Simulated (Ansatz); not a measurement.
Starting cell, CsPbCl3 (cubic perovskite):

```yaml
crystal:
  lattice:
    - [5.73565, 0.00000, 0.00000]
    - [0.00000, 5.73565, 0.00000]
    - [0.00000, 0.00000, 5.73565]
  atoms:
    - { symbol: Cs, position: [0.00000, 0.00000, 0.00000] }
    - { symbol: Pb, position: [0.50000, 0.50000, 0.50000] }
    - { symbol: Cl, position: [0.00000, 0.50000, 0.50000] }
    - { symbol: Cl, position: [0.50000, 0.50000, 0.00000] }
    - { symbol: Cl, position: [0.50000, 0.00000, 0.50000] }
```

Scan: atom 4 (Cl, nearest neighbour Pb at 2.868 Å; its periodic images, 5.7 Å or more away, move with it) is displaced along Cartesian [111], direction (0.577, 0.577, 0.577) in Cartesian axes, by s. The other atoms stay.

All values below come from PBE (plane waves to 420 eV, PAW, scalar-relativistic; Ansatz, a first-principles code). k mesh 5×5×5 (Γ-centred), Fermi-Dirac smearing 0.05 eV. The energy includes the smearing's −TS. CsPbCl3 was relaxed with its symmetry unable to fall. Spin-orbit coupling is left out, though Pb is heavy. The PAW data are Ansatz's earlier set. This is a high-temperature form of CsPbCl3. ΔE is measured from the undisplaced structure.

```tsv
s (Å)	ΔE (meV/cell)
-0.570	139.3
-0.456	81.7
-0.342	withheld
-0.228	17.5
-0.114	4.2
0.000	0.0
0.114	4.2
0.228	17.5
0.342	withheld
0.456	81.7
0.570	139.3
```

### Question
Fit an even polynomial form (powers 2, 4, 6) to the given rows and predict ΔE at s = -0.342.

### Answer
Least squares on the 9 given rows: ΔE = (316.0)·s² + (410.4)·s⁴ + (-195.1)·s⁶, in meV/cell with s in Å; root-mean-square residual 0.01 meV/cell. At -0.342 the fit gives 42.3 meV/cell; the calculation gives 42.3 meV/cell, the same to the digits shown. The quadratic term alone would give 37.0 meV/cell.

(For displaced atoms, the force is minus the slope of the energy, and its curvature is a force constant, which sets phonon frequencies.)
